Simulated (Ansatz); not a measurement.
**Y (P6_3/mmc), one atom moved over a plane**

All numbers below come from DFT PBEsol, scalar-relativistic, plane waves, PAW (Ansatz). Cutoff 420 eV, Γ-centred 18×18×8 k-points, Gaussian smearing of 0.15 eV. No spin polarisation. Energies are free energies at this smearing, counted from the undisturbed cell; pressure is positive in compression.

The starting cell (as given, not relaxed at this level; it stands at -2.3 GPa):

```yaml
crystal:
  lattice:
    - [3.65150, 0.00000, 0.00000]
    - [-1.82575, 3.16229, 0.00000]
    - [0.00000, 0.00000, 5.74740]
  atoms:
    - { symbol: Y, position: [0.33333, 0.66667, 0.25000] }
    - { symbol: Y, position: [0.66667, 0.33333, 0.75000] }
```

Atom 1 (Y) is moved by p along (0.707, 0.707, 0.000) and q along (0.000, 0.000, 1.000) (Å), all else fixed. Points are written (p, q).

p was sampled at -0.200, -0.100, 0.000, 0.100, 0.200 and q at -0.200, -0.100, 0.000, 0.100, 0.200.

Where on the computed points is the energy highest, and how high?

At (-0.200, -0.200), (-0.200, 0.200): 0.09 eV/cell.

Away from (0, 0), which computed point is lowest?

(0.100, 0.000): 0.01 eV/cell.

The map, in eV/cell:

```csv
p \ q,-0.200,-0.100,0.000,0.100,0.200
-0.200,0.09,0.04,0.02,0.04,0.09
-0.100,0.07,0.02,0.01,0.02,0.07
0.000,0.06,0.02,0.00,0.02,0.06
0.100,0.07,0.02,0.01,0.02,0.07
0.200,0.08,0.04,0.02,0.04,0.08
```